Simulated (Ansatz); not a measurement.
This cell of BiPt (NiAs type) is off equilibrium:

```
BiPt
1.0
    4.37788     0.00000     0.00000
   -2.18894     3.79135     0.00000
    0.00000     0.00000     5.54405
Bi Pt
2 2
Cartesian
  0.26425   2.37500   1.55334
  2.18894   1.26378   4.15804
  0.00000   0.00000   2.77202
  0.00000   0.00000   0.00000
```

Computed with r2SCAN (plane waves to 500 eV, PAW, scalar-relativistic; Ansatz, a program for electronic structure). k mesh 10×10×7 (Γ-centred), Fermi-Dirac smearing 0.05 eV. E stands for the smeared free energy. Stress and pressure are positive under compression. With partly filled bands, energies and forces of such displacements shift with the k mesh and the smearing. BiPt is run without spin polarisation. BiPt was relaxed with its symmetry unable to fall. Spin-orbit coupling is left out, though Bi and Pt are heavy.

### Question
What forces act on the atoms (eV/Å, Cartesian)?

### Answer
| atom | Fx | Fy | Fz |
|---|---|---|---|
| Bi1 | -1.305 | 0.753 | -1.074 |
| Bi2 | 0.212 | -0.122 | 0.520 |
| Pt3 | 0.786 | -0.454 | 0.563 |
| Pt4 | 0.308 | -0.178 | -0.009 |

### Question
What is the stress tensor (GPa)?

### Answer
```
    1.6      2.0      1.4
    2.0      4.0     -0.8
    1.4     -0.8      1.8
```
The pressure, a third of the trace, is 2.5 GPa.

### Question
In it atom 1 sits (0.264, -0.153, 0.167) Å away from its relaxed site. What is its energy relative to the relaxed cell?

### Answer
323 meV/cell.

(A displaced cell: forces are minus the slopes of the energy, force constants its curvatures, and phonons follow from these.)
